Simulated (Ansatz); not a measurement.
Ba (Fm-3m), relaxation: input and output

The sound run that this one varies used PBEsol, PAW on Ansatz 0.2.0's default frozen-core files (fitted under PBE), scalar-relativistic.

The structure is one entry of a database and needn't be the stable phase.

Command:

```sh
ansatz run input.yaml --threads 1 --pin off --max-ram 2560MiB --backend cpu --events-out ev --progress --plain --runs-dir out
```

Input file:

```yaml
crystal:
  lattice:
    - [0.0, 3.08378895847, 3.08378895847]
    - [3.08378895847, 0.0, 3.08378895847]
    - [3.08378895847, 3.08378895847, 0.0]
  atoms:
    - { symbol: Ba, position: [0.0, 0.0, 0.0] }
kpoints:
  Mp_grid: { grid: [16, 16, 16] }
scf:
  occupations: { method: fermi_dirac, width: 0.1 }
  max_iter: 80
hamiltonian:
  xc: pbesol
  pseudopotentials: { kind: paw }
relax:
  f_tol: 0.002
  max_steps: 80
  cell: { p_target: 5 }
output:
  forces: true
  stress: true
```

Something in this input is wrong on purpose. What is it, and how does the run end?

Kind of fault: a misspelt key. Changed against the sound input: kpoints.mp_grid = Mp_grid; scf.max_iter = 80. The input was rejected before any iteration.

The program printed:

```
Error: YAML parse error: error: line 9 column 3: unknown field `Mp_grid`, expected one of mp_grid, list, band_path, initial_grid, further_shifts
  --> <input>:9:3
   |
 7 |     - { symbol: Ba, position: [0.0, 0.0, 0.0] }
 8 | kpoints:
 9 |   Mp_grid: { grid: [16, 16, 16] }
   |   ^ unknown field `Mp_grid`, expected one of mp_grid, list, band_path, initial_grid, further_shifts
10 | scf:
11 |   occupations: { method: fermi_dirac, width: 0.1 }
   |
```
